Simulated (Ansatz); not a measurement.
Convergence test, Rb$_{3}$Ba

Theory: DFT PBE, scalar-relativistic, plane waves, PAW (Ansatz).

```
CELL_PARAMETERS angstrom
0.00000 5.51443 5.51443
5.51443 0.00000 5.51443
5.51443 5.51443 0.00000
ATOMIC_POSITIONS crystal
Rb 0.25000 0.25000 0.25000
Rb 0.75000 0.75000 0.75000
Rb 0.50000 0.50000 0.50000
Ba 0.00000 0.00000 0.00000
```

| Property | Result |
| --- | --- |
| plane-wave cutoff | 420 eV |
| occupation rule | Gaussian smearing, 0.1 eV |
| spin treatment | unpolarised |

The atoms are held and the half-step-shifted k-point mesh is swept. Energies are extrapolated to zero smearing and count from the reference run, 8×8×8 Γ-centred mesh, Gaussian smearing 0.1 eV. The cell isn't necessarily relaxed at this level. Spin–orbit coupling is left out. Pressure is positive in compression. The shift lowers the symmetry that the mesh keeps.

```tsv
shifted mesh	ΔE (meV/atom)	P (GPa)	irreducible points
2×2×2	31.0	0.05	2
4×4×4	?	?	?
6×6×6	0.69	-0.02	28
```

Question: Fill in the withheld rows.

Answer: The withheld rows:

```csv
shifted mesh,ΔE (meV/atom),P (GPa),irreducible points
4×4×4,-1.63,-0.02,10
```